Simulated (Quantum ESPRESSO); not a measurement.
# SiInHfO5F: finding a planted mistake in a log

A calculation, not a measurement. The program is pw.x of Quantum ESPRESSO 7.5 (plane-wave density functional theory). The cell is made up: 9 atoms on a corundum lattice with one site empty, with randomly drawn elements, strain and displacements, not relaxed. PseudoDojo standard norm-conserving files (v0.5 for PBE, v0.4.1 for LDA and PBEsol) set the functional; there is no spin polarisation, spin-orbit coupling or dispersion term, and the masses in the input are unused placeholders.

The hafnium pseudopotential is less sure than the others, with forces about 3 percent (worst 6) and pressure in oxides about 1.5 GPa (worst 2.7) from a second method in checks, which no rerun with the same files tests.

Intended input:

```
&control calculation='scf', pseudo_dir='./dojo.nc.sr.pbe.v0_5.standard.upf', outdir='./o', disk_io='medium', tprnfor=.true., tstress=.true. /
&system ibrav=0, nat=9, ntyp=5, nbnd=39, ecutwfc=84.00895049, nosym=.true., tot_charge=0,
 occupations='smearing', smearing='fd', degauss=0.0018374661
/
&electrons conv_thr=7.350e-09, electron_maxstep=60, /
ATOMIC_SPECIES
F 1.0 F.upf
Hf 1.0 Hf.upf
In 1.0 In.upf
O 1.0 O.upf
Si 1.0 Si.upf
CELL_PARAMETERS angstrom
2.5521 1.4734 4.5608
-2.5521 1.4734 4.5608
0.0 -2.9469 4.5608
ATOMIC_POSITIONS angstrom
Si -0.0195 0.0361 2.0213
In 0.0588 -0.0105 8.8672
Hf 0.0322 0.0554 11.6427
O -0.9982 1.487 7.9587
O -0.7867 -1.582 7.9996
O 1.7719 0.1 7.9773
O 0.9819 -1.4558 5.7043
O 0.7816 1.5926 5.7206
F -1.7624 -0.1389 5.694
K_POINTS automatic
5 5 5 1 1 1
```

The log is shortened where brackets say so; the opening notice, blank lines, dates and the lines on written files are dropped, and the path of the files is cut. It prints rydbergs, bohrs and kilobars, and counts compression as positive stress.

Log of the intended run:

```
     Program PWSCF v.7.5
     Parallel version (MPI & OpenMP), running on       1 processor cores
     Number of MPI processes:                 1
     Threads/MPI process:                     1
     [start-up lines left out]
     bravais-lattice index     =            0
     lattice parameter (alat)  =      10.2612  a.u.
     unit-cell volume          =     694.4117 (a.u.)^3
     number of atoms/cell      =            9
     number of atomic types    =            5
     number of electrons       =        66.00
     number of Kohn-Sham states=           39
     kinetic-energy cutoff     =      84.0090  Ry
     charge density cutoff     =     336.0358  Ry
     scf convergence threshold =      7.3E-09
     mixing beta               =       0.7000
     number of iterations used =            8  plain     mixing
     Exchange-correlation= PBE
                           (   1   4   3   4   0   0   0)
     [axes and pseudopotential details left out]
   Cartesian axes
     site n.     atom                  positions (alat units)
         1        Si     tau(   1) = (  -0.0035912   0.0066482   0.3722460  )
         2        In     tau(   2) = (   0.0108287  -0.0019337   1.6329986  )
         3        Hf     tau(   3) = (   0.0059300   0.0102026   2.1441393  )
         4        O      tau(   4) = (  -0.1838302   0.2738484   1.4656877  )
         5        O      tau(   5) = (  -0.1448800  -0.2913438   1.4732199  )
         6        O      tau(   6) = (   0.3263161   0.0184162   1.4691131  )
         7        O      tau(   7) = (   0.1808284  -0.2681026   1.0505135  )
         8        O      tau(   8) = (   0.1439408   0.2932959   1.0535154  )
         9        F      tau(   9) = (  -0.3245666  -0.0255801   1.0486167  )
     number of k points=    63  Fermi-Dirac smearing, width (Ry)=  0.0018
                       cart. coord. in units 2pi/alat
        k(    1) = (   0.0000000   0.0000000   0.1190583), wk =   0.0320000
        k(    2) = (   0.0000000  -0.2456852   0.1984287), wk =   0.0320000
     [further k points left out]
     Dense  grid:    72111 G-vectors     FFT dimensions: (  60,  60,  60)
     Estimated max dynamical RAM per process >     118.62 MB
     Initial potential from superposition of free atoms
     starting charge      65.9936, renormalised to      66.0000
     Starting wfcs are   47 randomized atomic wfcs
     total cpu time spent up to now is       12.3 secs
     per-process dynamical memory:    66.7 Mb
     Self-consistent Calculation
     iteration #  1     ecut=    84.01 Ry     beta= 0.70
     Davidson diagonalization with overlap
     ethr =  1.00E-02,  avg # of iterations =  2.0
     total cpu time spent up to now is       42.9 secs
     total energy              =    -468.01492296 Ry
     estimated scf accuracy    <       2.47581827 Ry
     iteration #  2     ecut=    84.01 Ry     beta= 0.70
     Davidson diagonalization with overlap
     ethr =  3.75E-03,  avg # of iterations =  3.0
     total cpu time spent up to now is       77.6 secs
     total energy              =    -468.27676891 Ry
     estimated scf accuracy    <       4.48224591 Ry
     [iterations 3 to 11 left out]
     iteration # 12     ecut=    84.01 Ry     beta= 0.70
     Davidson diagonalization with overlap
     ethr =  2.97E-10,  avg # of iterations =  2.3
     total cpu time spent up to now is      347.8 secs
     total energy              =    -469.19569220 Ry
     estimated scf accuracy    <       0.00000002 Ry
     iteration # 13     ecut=    84.01 Ry     beta= 0.70
     Davidson diagonalization with overlap
     ethr =  2.48E-11,  avg # of iterations =  3.7
     total cpu time spent up to now is      376.3 secs
     End of self-consistent calculation
     [lines on levels left out]
!    total energy              =    -469.19569220 Ry
     estimated scf accuracy    <          3.6E-09 Ry
     smearing contrib. (-TS)   =      -0.00000000 Ry
     internal energy E=F+TS    =    -469.19569220 Ry
     The total energy is F=E-TS. E is the sum of the following terms:
     one-electron contribution =    -136.03036892 Ry
     hartree contribution      =     112.89696685 Ry
     xc contribution           =    -125.17980730 Ry
     ewald contribution        =    -320.88248283 Ry
     convergence has been achieved in  13 iterations
     Forces acting on atoms (cartesian axes, Ry/au):
     atom    1 type  5   force =    -0.02403347    0.12763039    0.09552055
     atom    2 type  3   force =    -0.08656275   -0.02441963   -0.08655075
     atom    3 type  2   force =    -0.05985307   -0.12019898    0.13906516
     atom    4 type  4   force =    -0.06451325    0.03577039   -0.10063594
     atom    5 type  4   force =     0.00076812   -0.11107410   -0.10921384
     atom    6 type  4   force =     0.11661811    0.09520033   -0.11518052
     atom    7 type  4   force =    -0.08276102   -0.12211790    0.06725866
     atom    8 type  4   force =     0.17850989   -0.03367397    0.07913160
     atom    9 type  1   force =     0.02182744    0.15288347    0.03060507
     Total force =     0.495014     Total SCF correction =     0.000149
     Computing stress (Cartesian axis) and pressure
          total   stress  (Ry/bohr**3)                   (kbar)     P=      129.02
   0.00031322  -0.00018132  -0.00020136           46.08      -26.67      -29.62
  -0.00018132   0.00096692   0.00038174          -26.67      142.24       56.16
  -0.00020136   0.00038174   0.00135109          -29.62       56.16      198.75
     init_run     :     11.49s CPU     12.22s WALL (       1 calls)
     electrons    :    336.52s CPU    363.98s WALL (       1 calls)
     forces       :      5.34s CPU      5.37s WALL (       1 calls)
     stress       :     19.25s CPU     19.34s WALL (       1 calls)
     [timing details left out]
     PWSCF        :   6m12.82s CPU   6m41.86s WALL
     JOB DONE.
```

A second run was made from an input with one planted mistake. Its log:

```
     Program PWSCF v.7.5
     Parallel version (MPI & OpenMP), running on       4 processor cores
     Number of MPI processes:                 4
     Threads/MPI process:                     1
     [start-up lines left out]
     bravais-lattice index     =            0
     lattice parameter (alat)  =      10.2612  a.u.
     unit-cell volume          =     694.4117 (a.u.)^3
     number of atoms/cell      =            9
     number of atomic types    =            5
     number of electrons       =        67.00
     number of Kohn-Sham states=           40
     kinetic-energy cutoff     =      84.0090  Ry
     charge density cutoff     =     336.0358  Ry
     scf convergence threshold =      7.3E-09
     mixing beta               =       0.7000
     number of iterations used =            8  plain     mixing
     Exchange-correlation= PBE
                           (   1   4   3   4   0   0   0)
     [axes and pseudopotential details left out]
   Cartesian axes
     site n.     atom                  positions (alat units)
         1        Si     tau(   1) = (  -0.0035912   0.0066482   0.3722460  )
         2        In     tau(   2) = (   0.0108287  -0.0019337   1.6329986  )
         3        Hf     tau(   3) = (   0.0059300   0.0102026   2.1441393  )
         4        O      tau(   4) = (  -0.1838302   0.2738484   1.4656877  )
         5        O      tau(   5) = (  -0.1448800  -0.2913438   1.4732199  )
         6        O      tau(   6) = (   0.3263161   0.0184162   1.4691131  )
         7        O      tau(   7) = (   0.1808284  -0.2681026   1.0505135  )
         8        O      tau(   8) = (   0.1439408   0.2932959   1.0535154  )
         9        F      tau(   9) = (  -0.3245666  -0.0255801   1.0486167  )
     number of k points=    63  Fermi-Dirac smearing, width (Ry)=  0.0018
                       cart. coord. in units 2pi/alat
        k(    1) = (   0.0000000   0.0000000   0.1190583), wk =   0.0320000
        k(    2) = (   0.0000000  -0.2456852   0.1984287), wk =   0.0320000
     [further k points left out]
     Dense  grid:    72111 G-vectors     FFT dimensions: (  60,  60,  60)
     Estimated max dynamical RAM per process >     207.50 MB
     Estimated total dynamical RAM >     777.19 MB
     Initial potential from superposition of free atoms
     starting charge      65.9936, renormalised to      67.0000
     Starting wfcs are   47 randomized atomic wfcs
     total cpu time spent up to now is        3.9 secs
     per-process dynamical memory:   156.3 Mb
     Self-consistent Calculation
     iteration #  1     ecut=    84.01 Ry     beta= 0.70
     Davidson diagonalization with overlap
     ethr =  1.00E-02,  avg # of iterations =  2.0
     total cpu time spent up to now is       10.3 secs
     total energy              =    -467.39987697 Ry
     estimated scf accuracy    <       1.99015633 Ry
     iteration #  2     ecut=    84.01 Ry     beta= 0.70
     Davidson diagonalization with overlap
     ethr =  2.97E-03,  avg # of iterations =  3.0
     total cpu time spent up to now is       18.2 secs
     total energy              =    -467.61994711 Ry
     estimated scf accuracy    <       3.63892731 Ry
     [iterations 3 to 11 left out]
     iteration # 12     ecut=    84.01 Ry     beta= 0.70
     Davidson diagonalization with overlap
     ethr =  2.17E-11,  avg # of iterations =  4.4
     total cpu time spent up to now is       85.0 secs
     total energy              =    -468.37175108 Ry
     estimated scf accuracy    <       0.00000001 Ry
     iteration # 13     ecut=    84.01 Ry     beta= 0.70
     Davidson diagonalization with overlap
     ethr =  1.68E-11,  avg # of iterations =  2.0
     total cpu time spent up to now is       91.0 secs
     End of self-consistent calculation
     [lines on levels left out]
!    total energy              =    -468.37175108 Ry
     estimated scf accuracy    <          2.3E-10 Ry
     smearing contrib. (-TS)   =      -0.00055967 Ry
     internal energy E=F+TS    =    -468.37119141 Ry
     The total energy is F=E-TS. E is the sum of the following terms:
     one-electron contribution =    -134.70336399 Ry
     hartree contribution      =     113.40460249 Ry
     xc contribution           =    -126.18994708 Ry
     ewald contribution        =    -320.88248283 Ry
     convergence has been achieved in  13 iterations
     Forces acting on atoms (cartesian axes, Ry/au):
     atom    1 type  5   force =    -0.02954215    0.12279930    0.05535545
     atom    2 type  3   force =    -0.08346276   -0.01825780   -0.06207744
     atom    3 type  2   force =    -0.07531128   -0.11826181    0.11281411
     atom    4 type  4   force =    -0.02160210    0.04750663   -0.07011079
     atom    5 type  4   force =    -0.00938753   -0.08948949   -0.09293665
     atom    6 type  4   force =     0.09129095    0.05270910   -0.07304094
     atom    7 type  4   force =    -0.04584877   -0.06749422    0.05978001
     atom    8 type  4   force =     0.10834365   -0.00916741    0.06916639
     atom    9 type  1   force =     0.06551999    0.07965571    0.00104986
     Total force =     0.375301     Total SCF correction =     0.000043
     Computing stress (Cartesian axis) and pressure
          total   stress  (Ry/bohr**3)                   (kbar)     P=      458.04
   0.00274294  -0.00015701  -0.00020356          403.50      -23.10      -29.94
  -0.00015701   0.00322120   0.00034388          -23.10      473.85       50.59
  -0.00020356   0.00034388   0.00337695          -29.94       50.59      496.77
     init_run     :      3.47s CPU      3.60s WALL (       1 calls)
     electrons    :     86.39s CPU     87.13s WALL (       1 calls)
     forces       :      1.11s CPU      1.12s WALL (       1 calls)
     stress       :      3.70s CPU      3.71s WALL (       1 calls)
     [timing details left out]
     PWSCF        :   1m34.98s CPU   1m35.92s WALL
     JOB DONE.
```

Question: what was wrong in the second input?

Answer: the cell has the wrong charge. The input lines that differ, file-writing options aside:

```
- &system ibrav=0, nat=9, ntyp=5, nbnd=39, ecutwfc=84.00895049, nosym=.true., tot_charge=0,
+ &system ibrav=0, nat=9, ntyp=5, nbnd=40, ecutwfc=84.00895049, nosym=.true., tot_charge=-1,
```

```
                                            intended run  run with the mistake
                          free energy (eV)     -6383.733             -6372.522
                    smearing term -TS (eV)        0.0000               -0.0076
                            pressure (GPa)         12.90                 45.80
            largest force component (eV/Å)         4.590                 3.157
largest change of a force component (eV/Å)                               1.883
                                iterations            13                    13
```

For scale, a rerun of the intended cell at 1437 eV and a 7 x 7 x 7 mesh moved values by no more than 0.003 eV in energy, 0.04 GPa in stress and 0.002 eV/Å in force. The charged cell sits in a uniform background, so its energy and stress rest on the program's zero of potential. The number of bands, nbnd, was set by rule from the electron count and the smearing, so it follows the mistake.